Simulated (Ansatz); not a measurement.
Relaxed-ion elastic tensor of Zr3N4 in space group I-43d (No. 220; N on 16c, Zr on 12a) in GPa (Voigt order), PBEsol (plane waves, PAW; program Ansatz); density 7.27 g/cm³, 10.75 Å³ per atom.

```csv
,1,2,3,4,5,6
1,436,150,150,0.0,0.0,0.0
2,150,436,150,0.0,0.0,0.0
3,150,150,436,0.0,0.0,0.0
4,0.0,0.0,0.0,141,0.0,0.0
5,0.0,0.0,0.0,0.0,141,0.0
6,0.0,0.0,0.0,0.0,0.0,141
```

### Question
Is the crystal mechanically stable?

### Answer
Yes: the smallest eigenvalue of C is 141 GPa.

### Question
Work out the Voigt, Reuss and Hill averages.

### Answer
K_V = 245, K_R = 245, K_H = 245; G_V = 142, G_R = 142, G_H = 142 GPa.

### Question
Give Young's modulus, Poisson's ratio, Pugh's ratio and the universal anisotropy index.

### Answer
E = 9KG/(3K + G) = 356 GPa; ν = 0.26; K/G = 1.73 (near the Pugh limit of 1.75, no verdict); A_U = 5G_V/G_R + K_V/K_R − 6 = 0.00.

### Question
Estimate the sound speeds and the Debye temperature.

### Answer
v_l = √((K + 4G/3)/ρ) = 7720 m/s, v_t = √(G/ρ) = 4410 m/s, mean 4910 m/s; Θ = (h/k)(3n/4πV)^(1/3) v_m = 662 K.

### Question
Give the Zener ratio and Young's modulus along [100], [110] and [111].

### Answer
A = 2C44/(C11 − C12) = 0.99; 1/E = S11 − 2(S11 − S12 − S44/2)Γ with Γ = 0, 1/4, 1/3 gives 359, 356, 355 GPa.

Symmetry was held in the PBEsol relaxation. The run is not spin-polarised.

Potentials: the later of the program's two PAW sets.
